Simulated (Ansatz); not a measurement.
YRh5:
```yaml
crystal:
  lattice:
    - [5.18567, 0.00000, 0.00000]
    - [-2.59284, 4.49092, 0.00000]
    - [0.00000, 0.00000, 4.28473]
  atoms:
    - { symbol: Rh, position: [0.33333, 0.66667, 0.00000] }
    - { symbol: Rh, position: [0.66667, 0.33333, 0.00000] }
    - { symbol: Y, position: [0.00000, 0.00000, 0.00000] }
    - { symbol: Rh, position: [0.50000, 0.00000, 0.50000] }
    - { symbol: Rh, position: [0.50000, 0.50000, 0.50000] }
    - { symbol: Rh, position: [0.00000, 0.50000, 0.50000] }
```

Relaxed with r²SCAN. Special points in fractions of this cell's reciprocal vectors: Γ (0.000, 0.000, 0.000); M (0.500, 0.000, 0.000); K (0.333, 0.333, 0.000); A (0.000, 0.000, 0.500); L (0.500, 0.000, 0.500); H (0.333, 0.333, 0.500).

Problem. List the band energies nearest the Fermi level at these points for the program Ansatz at the r²SCAN level (PAW).

Solution. In eV from the Fermi level; about four levels below and three above (degenerate sets whole), none deeper than 8.9 eV; points with the same levels are listed once.

```
k                          below           above
-  -----------------------------  --------------
Γ  -0.66 -0.66 -0.66 -0.29 -0.29  1.41 1.41 1.75
M        -0.71 -0.63 -0.51 -0.17  1.37 1.43 3.04
K  -0.65 -0.65 -0.39 -0.11 -0.11  0.60 1.42 2.87
A  -1.54 -1.54 -0.75 -0.46 -0.46  0.18 0.18 0.45
L        -0.66 -0.66 -0.63 -0.54  0.07 0.19 1.06
H        -0.45 -0.35 -0.35 -0.02  0.71 0.71 1.85
```

Space group P6/mmm. The workflow started from an entry of the Crystallography Open Database (COD). Whether it is the stable phase at ambient conditions was not checked. Symmetry was held in the r²SCAN relaxation; its stability against distortions is not shown here. No spin polarisation was allowed. Spin–orbit coupling is left out wherever it is not named.

Potentials: the later of the program's two PAW sets.
